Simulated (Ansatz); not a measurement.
# Relaxing a structure of MgO

The start is a generated cell, MgO placed in the AFLOW prototype AB_oI4_44_a_b (as in GaAs). The structure is fully relaxed (lattice and positions, P = 0) with PBE (plane waves to 420 eV, PAW, scalar-relativistic; Ansatz, a quantum-chemistry and plane-wave program). The first steps use a coarse 11×11×11 k-mesh.

Starting cell:
```yaml
crystal:
  lattice:
    - [-2.20306, 2.26285, 1.21191]
    - [2.20306, -2.26285, 1.21191]
    - [2.20306, 2.26285, -1.21191]
  atoms:
    - { symbol: Mg, position: [0.00000, 0.00000, 0.00000] }
    - { symbol: O, position: [0.57500, 0.07500, 0.50000] }
```

* **Outcome**: The space group goes from Imm2 (No. 44) to Fm-3m (No. 225); the end is rock salt type, with 2 atoms in the primitive cell
* **Volume change**: -20.3 %, from 12.08 to 9.63 Å³/atom
* **Shortest distances (start → end)**: The closest pairs of elements (up to four, under 3.6 Å), start → end: Mg–O 2.27 → 2.13 Å; Mg–Mg 2.42 → 3.01 Å; O–O 2.42 → 3.01 Å
* **Band gap at the end**: 4.46 eV, direct at Γ (no spin-orbit coupling)
* **Optimiser moves**: 13

Final structure:

Space group Fm-3m (No. 225); a = b = c = 4.254 Å, α = β = γ = 90.00°

```csv
atom,site,symmetry,x,y,z
Mg,4a,m-3m,0.0000,0.0000,0.0000
O,4b,m-3m,0.5000,0.5000,0.5000
```
(The calculation used a cell of 2 atoms; values per cell refer to that cell.)

Final values are on a 13×13×13 k-mesh of the relaxed cell. No spin polarisation in the result.

The run could not lose the symmetry of its start.
